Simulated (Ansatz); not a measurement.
Data:

Sr$_{2}$TaNO$_{3}$:
```xyz
7
Lattice="-1.9957 2.0251 6.2756 1.9957 -2.0251 6.2756 1.9957 2.0251 -6.2756" Properties=species:S:1:pos:R:3 pbc="T T T"
Sr     0.0000     0.0000     8.0925
Sr     0.0000     0.0000     4.4587
Ta     0.0000     0.0000     0.0000
N      0.0000     2.0251     0.0000
O      0.0000     0.0000    10.5249
O      0.0000     0.0000     2.0263
O      1.9957     0.0000     0.0000
```

This is the PBEsol-relaxed structure. Tensor components refer to the Cartesian frame of this cell.

Q: All from DFT-PBEsol in the program Ansatz with PAW potentials, unless another level is named. Give the electronic dielectric constant ε∞ (DFPT).

A: 5.96 (xx), 7.82 (yy), 4.79 (zz).

Q: Predict the Born charges (a third of the trace).

A: Sr +2.47, Ta +8.47, N -4.64, O -3.34 to -2.72 e.

Space group Immm. The first step of the workflow began from a Materials Project structure, measured or hypothetical; the Crystallography Open Database copy checked does not list it. With N and O taken as one species the cell has the higher symmetry I4/mmm, so it may be an ordered model of a mixed-site phase. Whether it is the stable phase at ambient conditions was not checked. Symmetry was held in the PBEsol relaxation. At this level the phase is dynamically unstable (imaginary phonons). No spin polarisation was allowed. Spin–orbit coupling is left out wherever it is not named.

Potentials: the later of the program's two PAW sets.
